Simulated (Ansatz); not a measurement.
MgTl (CsCl type, Pm-3m) under volume change, the program Ansatz at the r²SCAN level (PAW), scaled uniformly.

```csv
V (Å³/atom),E − E(relaxed) (meV/atom),P (GPa)
21.909,28.6,4.57
22.632,12.1,2.81
23.354,2.9,1.30
24.076,0.0,0.00
24.799,?,?
25.521,?,?
26.243,20.8,-2.84
```

**Question.** What belongs in the gaps?

**Answer.** 
- 25.521, E − E(relaxed) (meV/atom): 9.7
- 25.521, P (GPa): -2.05
- 24.799, E − E(relaxed) (meV/atom): 2.6
- 24.799, P (GPa): -1.11

**Question.** What does a third-order Birch–Murnaghan fit give for V₀, B₀ and B′?

**Answer.** V₀ = 24.08 Å³/atom, B₀ = 39.7 GPa, B′ = 4.2.

The workflow started from an entry of the Crystallography Open Database (COD). Its standing as an ambient phase is unchecked. The cell was relaxed with r²SCAN under the symmetry of its start; its stability against distortions is not shown here. Scalar-relativistic: spin–orbit coupling is off unless named, which matters more the heavier the elements.

Potentials: the later of the program's two PAW sets.
